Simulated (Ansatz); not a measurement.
An Ansatz (an electronic-structure program) run. Input:

Ansatz 0.2 input:
```yaml
crystal:
  lattice:
    - [2.8556394343, 0.0, 0.0]
    - [-1.4278197172, 2.4730562942, 0.0]
    - [0.0, 0.0, 2.7947166647]
  atoms:
    - { symbol: Re, position: [0.0, 0.0, 0.0] }
    - { symbol: C, position: [0.6666666667, 0.3333333333, 0.5] }
kpoints:
  mp_grid: { grid: [12, 12, 11] }
  band_path:
    path:
      - [[0.0, 0.0, 0.0], [0.5, 0.0, 0.0], [0.3333333333, 0.3333333333, 0.0], [0.0, 0.0, 0.0], [0.0, 0.0, 0.5], [0.5, 0.0, 0.5], [0.3333333333, 0.3333333333, 0.5], [0.0, 0.0, 0.5]]  # Γ-M-K-Γ-A-L-H-A
      - [[0.5, 0.0, 0.5], [0.5, 0.0, 0.0]]  # L-M
      - [[0.3333333333, 0.3333333333, 0.5], [0.3333333333, 0.3333333333, 0.0]]  # H-K
    npoints: 8
basis: { xc_grid: 2 }
hamiltonian:
  xc: pbesol
  pseudopotentials: { azcp: { folder: ./paw }, kind: paw_fr }
magnetization: { noncollinear: true, spin_orbit: true }
scf:
  n_extra_bands: 13
  convergence: { dr2_threshold: 0.0000000001 }
  occupations: { method: gaussian, width: 0.05 }
output: { eigenvalues: true }
```

Output (shortened):

```
Pseudopotential: Re, paw, valence charge 15
Pseudopotential: C, paw, valence charge 4
Functional definition: PBEsol
non-collinear run that drives no moment, with spin-orbit …
Crystal: 2 atoms, lattice volume = 19.737 Å³
Basis set: ecut = 420 eV, 405 PW (Γ), exchange–correlation on 40×40×40 points (8 copies of the dense FFT grid, shifted against one another)
Bands: 32, of which v1, the nominal top of the filled ones, is band 19 counted from 1 (18 counted from 0)
Symmetry: 12 space group operations + 12 with time reversal
k-points: 114 of 1584 (time reversal used)
Projection manifold: j_resolved (fully-relativistic pseudo-atomic orbitals)
SCF iter   1: F=—  HF=-11011.651796 eV  |F-HF|=—  |Δ(HF+E_count)|=         —  Δρ=9.34e-2  dr2=2.17e0  dr2_m=0.00e0 (ungated)  ethr=3.10e-3  |M|=0.00e0 ∫|m|=0.00e0 μB  |m|>n=0.0e0 m-floor=0.0e0 τ_xc=0.0e0  β_m=0.30  ⟨swp⟩=5.8  Hψ=17332  notcnv=0  defer=182
preconditioner: auto → none
SCF iter   2: F=—  HF=-11011.289856 eV  |F-HF|=—  |Δ(HF+E_count)|=   3.62e-1  Δρ=5.35e-2  dr2=6.36e-1  dr2_m=0.00e0 (ungated)  ethr=3.10e-3  |M|=0.00e0 ∫|m|=0.00e0 μB  |m|>n=0.0e0 m-floor=0.0e0 τ_xc=0.0e0  β_m=0.47  ⟨swp⟩=2.0  Hψ=5358  notcnv=0  defer=652
SCF iter   3: F=—  HF=-11011.139311 eV  |F-HF|=—  |Δ(HF+E_count)|=   1.51e-1  Δρ=1.19e-2  dr2=1.08e-2  dr2_m=0.00e0 (ungated)  ethr=3.10e-3  |M|=0.00e0 ∫|m|=0.00e0 μB  |m|>n=0.0e0 m-floor=0.0e0 τ_xc=0.0e0  β_m=0.64  ⟨swp⟩=2.3  Hψ=4849  notcnv=0  defer=652
SCF iter   4: F=—  HF=-11011.137795 eV  |F-HF|=—  |Δ(HF+E_count)|=   1.52e-3  Δρ=1.61e-3  dr2=3.91e-4  dr2_m=0.00e0 (ungated)  ethr=5.69e-5  |M|=0.00e0 ∫|m|=0.00e0 μB  |m|>n=0.0e0 m-floor=0.0e0 τ_xc=0.0e0  β_m=0.65  ⟨swp⟩=1.8  Hψ=4777  notcnv=0  defer=660
SCF iter   5: F=—  HF=-11011.137746 eV  |F-HF|=—  |Δ(HF+E_count)|=   4.89e-5  Δρ=2.37e-4  dr2=8.12e-6  dr2_m=0.00e0 (ungated)  ethr=2.06e-6  |M|=0.00e0 ∫|m|=0.00e0 μB  |m|>n=0.0e0 m-floor=0.0e0 τ_xc=0.0e0  β_m=0.70  ⟨swp⟩=2.2  Hψ=4333  notcnv=0  defer=660
SCF iter   6: F=—  HF=-11011.137746 eV  |F-HF|=—  |Δ(HF+E_count)|=   2.26e-7  Δρ=4.42e-5  dr2=3.49e-7  dr2_m=0.00e0 (ungated)  ethr=4.27e-8  |M|=0.00e0 ∫|m|=0.00e0 μB  |m|>n=0.0e0 m-floor=0.0e0 τ_xc=0.0e0  β_m=0.72  ⟨swp⟩=2.6  Hψ=4969  notcnv=0  defer=660
SCF iter   7: F=—  HF=-11011.137747 eV  |F-HF|=—  |Δ(HF+E_count)|=   1.42e-6  Δρ=4.58e-6  dr2=1.41e-9  dr2_m=0.00e0 (ungated)  ethr=1.84e-9  |M|=0.00e0 ∫|m|=0.00e0 μB  |m|>n=0.0e0 m-floor=0.0e0 τ_xc=0.0e0  β_m=0.76  ⟨swp⟩=2.2  Hψ=4083  notcnv=0  defer=660
SCF iter   8: F=—  HF=-11011.137747 eV  |F-HF|=—  |Δ(HF+E_count)|=  1.18e-10  Δρ=8.47e-7  dr2=1.38e-10  dr2_m=0.00e0 (ungated)  ethr=1.00e-12  |M|=0.00e0 ∫|m|=0.00e0 μB  |m|>n=0.0e0 m-floor=0.0e0 τ_xc=0.0e0  β_m=0.72  ⟨swp⟩=8.7  Hψ=14896  notcnv=0
SCF iter   9: F=-11011.137747 eV  HF=-11011.137747 eV  |F-HF|=3.64e-12  |Δ(HF+E_count)|=  2.73e-11  Δρ=1.36e-7  dr2=2.95e-12  dr2_m=0.00e0 (ungated)  ethr=1.00e-12  |M|=0.00e0 ∫|m|=0.00e0 μB  |m|>n=0.0e0 m-floor=0.0e0 τ_xc=0.0e0  ⟨swp⟩=2.0  Hψ=6283  notcnv=0
SCF 1 converged in 9 iterations: F = -11011.137747 eV  dr2 = 2.95e-12
NSCF: frozen V_eff on 75 k-points
SCF converged after 9 iterations
Magnetization: |M| = 0.0000 μB,  M = (+0.0000, +0.0000, +0.0000) μB
Absolute magnetization: 0.0000 μB (∫|m|)
  site 0: m = (+0.0000, +0.0000, +0.0000) μB, |m| = 0.0000 μB  (R = 0.89 Å)
  site 1: m = (+0.0000, +0.0000, +0.0000) μB, |m| = 0.0000 μB  (R = 0.89 Å)
Free energy (F): -11011.137747 eV
Harris-Foulkes:  -11011.137747 eV  (|F-HF|=3.64e-12)
Internal energy: -11011.136258 eV  (E = F + TS)
E sigma→0 (E₀):  -11011.137003 eV
Entropy (-TS):   -0.001490 eV (-0.745 meV/atom)
Fermi energy:    23.134764 eV
--- Per-component energies (eV) ---
  E_band       = -58.516887
  E_kinetic    = 597.232834
  E_local      = -865.675917  (includes V_loc(G=0)·N_el)
  E_nonlocal   = 111.654714
  E_hartree    = 300.362976
  E_xc         = -396.143106
  E_vxc        = -342.386781  (∫ρ·V_xc dr)
  E_paw        = -8696.199007  (= ΣΔE_a)
  E_vpaw       = -160.067681  (= ΣTr[D̂ρ^β])
  E_aug_tail   = 0.000038  (compensation charges beyond the density's cutoff)
  E_ewald      = -2062.628263
  E_core_change = 0.259471  (= ΣΔE_core)
  E_smearing   = -0.001490  (= −TS)
  E_closure    = 0.000000  (closes the sum)
  Σ components = -11011.137747   (vs F -11011.137747, Δ=0.00e0)
  [band-id]    e_kinetic+e_local+e_nonlocal+2·e_hartree+e_vxc+e_vpaw+e_augmentation_tail = -58.516839   (vs E_band -58.516887, Δ=4.77e-5)
--- Band table (eV; the first three rows and the last of 114) ---
  k-point 0: bands = ["-57.9676", "-57.9676", "-27.7605", "-27.7605", "-16.7757", "-16.7757", "-16.5975", "-16.5975", "6.6678", "6.6678", "16.5554", "16.5554", "17.5665", "17.5665", "17.9604", "17.9604", "21.5321", "21.5321", "23.6167", "23.6167", "24.0660", …
  k-point 1: bands = ["-57.9648", "-57.9648", "-27.7689", "-27.7689", "-16.8194", "-16.8194", "-16.5916", "-16.5916", "6.8726", "6.8726", "16.4869", "16.4869", "17.6205", "17.6965", "18.0486", "18.0486", "21.4406", "21.4406", "23.1279", "23.1279", "23.2729", …
  k-point 2: bands = ["-57.9574", "-57.9574", "-27.7919", "-27.7919", "-16.9341", "-16.9341", "-16.5756", "-16.5756", "7.4589", "7.4589", "16.1029", "16.1029", "17.8387", "18.0056", "18.2928", "18.2928", "21.4510", "21.4510", "22.0838", "22.2439", "22.2439", …
  k-point 113: bands = ["-57.8772", "-57.8772", "-28.0201", "-28.0074", "-17.3534", "-17.3326", "-17.1592", "-17.0972", "10.3613", "10.4321", "13.8187", "13.9420", "15.4779", "15.9017", "19.2617", "19.5101", "20.2506", "20.5766", "24.8875", "24.9668", …
```

Cost: about 30 core-seconds (a rough figure) on shared cores.

Space group P-6m2. A made-up cell: these elements were put on the sites of a structure type; the Crystallography Open Database copy checked does not list it. Its standing as an ambient phase is unchecked. The cell was relaxed with PBEsol under the symmetry of its start; whether a distortion lowers the energy is not shown. No spin polarisation was allowed.

Potentials: the earlier of the program's two PAW sets. The files were generated under PBE; for other functionals the program regenerates the frozen cores, and for LDA and PBEsol the local potential too.

Ansatz is a plane-wave DFT program.
